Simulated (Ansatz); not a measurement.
### Question
Each is relaxed and computed with plane-wave PAW PBE (Ansatz code). Which is the only metal?
(A) CdSiN2, R-3m (Cd on 3a, Si on 3b, N on 6c)
(B) LiMgBN2, I-4m2 (Li on 2d, Mg on 2c, B on 2b, N on 4e)
(C) MoS2, P6_3/mmc (Mo on 2c, S on 4f)
(D) SiB2Mo2, Cmmm (Si on 2a, Mo on 4j, B on 4i)

### Answer
D, SiB2Mo2, Cmmm (Si on 2a, Mo on 4j, B on 4i). SiB2Mo2: metal; LiMgBN2: gap 2.62 eV (indirect); MoS2: gap 1.45 eV (indirect); CdSiN2: gap 0.97 eV (indirect). Typed or built starts, not in the databases checked: SiB2Mo2, Cmmm (Si on 2a, Mo on 4j, B on 4i); CdSiN2, R-3m (Cd on 3a, Si on 3b, N on 6c). Relaxed far from the usual cell of the phase: MoS2, P6_3/mmc (Mo on 2c, S on 4f). Standing as an ambient phase not checked: LiMgBN2, I-4m2 (Li on 2d, Mg on 2c, B on 2b, N on 4e). Weakly bound layers, chains or molecules computed without a dispersion correction, so cells and soft constants are ill determined: MoS2, P6_3/mmc (Mo on 2c, S on 4f). Perhaps ordered models of mixed-site phases: LiMgBN2, I-4m2 (Li on 2d, Mg on 2c, B on 2b, N on 4e). All cells were relaxed under the symmetry of their starts (and spin orders); stability against distortions was not tested throughout. Rows with no word on spin ran without spin polarisation. Scalar-relativistic: spin–orbit coupling is off unless named, which matters more the heavier the elements.

Potentials: the later of the program's two PAW sets.
